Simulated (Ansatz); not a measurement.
Q: ZnS (4H polytype, P6_3mc) is relaxed with the program Ansatz at the r²SCAN level (PAW). What lattice parameters of the conventional cell result?

A: a = 3.808 Å, c = 12.468 Å.

Q: Give the free coordinates with the occupied sites.

A: In one choice of origin and axes:

```json
[
 {"atom": "Zn", "site": "2b", "symmetry": "3m.", "x": "0.3333", "y": "0.6667", "z": "0.2501"},
 {"atom": "Zn", "site": "2a", "symmetry": "3m.", "x": "0.0000", "y": "0.0000", "z": "0.0001"},
 {"atom": "S", "site": "2b", "symmetry": "3m.", "x": "0.3333", "y": "0.6667", "z": "0.4376"},
 {"atom": "S", "site": "2a", "symmetry": "3m.", "x": "0.0000", "y": "0.0000", "z": "0.1872"}
]
```

Q: Is it a metal or does it have a gap at this level?

A: A gap of 2.74 eV, direct.

The cell was relaxed with r²SCAN under the symmetry of its start.

Potentials: the later of the program's two PAW sets.
